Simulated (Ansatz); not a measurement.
Method: DFT, r2SCAN, plane waves (500 eV) with PAW, scalar-relativistic (Ansatz 0.2.0). The PAW files were generated under PBE, with cores re-solved for the functional.

An element in the diamond structure gives this curve. The cell is scaled uniformly from the relaxed one, with fractional coordinates and shape fixed. Energies are extrapolated to zero smearing, pressures are those at the given smearing. Magnetic state: spin not included.

```tsv
V (Å³/atom)	E − E₀ (meV/atom)	P (GPa)
41.686	85.9	5.35
43.581	35.4	3.17
45.476	8.3	1.41
47.370	0.0	-0.01
49.265	6.9	-1.16
51.160	26.1	-2.08
53.055	55.1	-2.82
```

Q: Which element is it?
A. bismuth
B. scandium
C. barium
D. lutetium

A: A. Its fit is V₀ = 47.39 Å³/atom, B₀ = 32 GPa, B₀′ = 4.3.
